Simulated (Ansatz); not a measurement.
The start is a relaxed Ta cell, doubled along one cell vector, shaken by Gaussian noise of σ = 0.08 Å a coordinate. The cell and all atomic positions are relaxed at zero pressure with r2SCAN (plane waves to 500 eV, PAW, scalar-relativistic; Ansatz, a quantum-chemistry and plane-wave program). The first steps use a coarse 14×7×14 k-mesh.

The start:
```
CELL_PARAMETERS angstrom
     -1.65255     1.65255     1.65255
      3.30509    -3.30509     3.30509
      1.65255     1.65255    -1.65255
ATOMIC_POSITIONS crystal
  Ta 0.99523 0.01808 0.00732
  Ta 0.03149 0.51516 0.97911
```

Problem. Which atoms feel the largest initial force, and how large is it?

Solution. 0.51 eV/Å, on Ta1, Ta2 (atoms numbered as listed).

Problem. By how much does the energy per atom fall from start to end?

Solution. 0.02 eV/atom.

Problem. How do the shortest distances between atoms change?

Solution. The closest pairs of elements (up to four, under 3.6 Å), start → end: Ta–Ta 2.84 → 2.86 Å.

Problem. What band gap does the relaxed structure have at this level?

Solution. Zero (metallic).

Relaxed structure:

```cif
data_Ta2
_chemical_formula_sum 'Ta2'
_space_group_name_H-M_alt 'Im-3m'
_space_group_IT_number 229
_space_group_name_Hall '-I 4 2 3'
_cell_length_a 3.30510
_cell_length_b 3.30510
_cell_length_c 3.30510
_cell_angle_alpha 90.000
_cell_angle_beta 90.000
_cell_angle_gamma 90.000
loop_
_atom_site_label
_atom_site_type_symbol
_atom_site_symmetry_multiplicity
_atom_site_Wyckoff_symbol
_atom_site_fract_x
_atom_site_fract_y
_atom_site_fract_z
_atom_site_occupancy
Ta1 Ta 2 a 0.00000 0.00000 0.00000 1
```
(The calculation used a cell of 1 atom; values per cell refer to that cell.)

Final values are on a 20×20×20 k-mesh of the relaxed cell. No spin polarisation in the result.

The run could not lose the symmetry of its start.
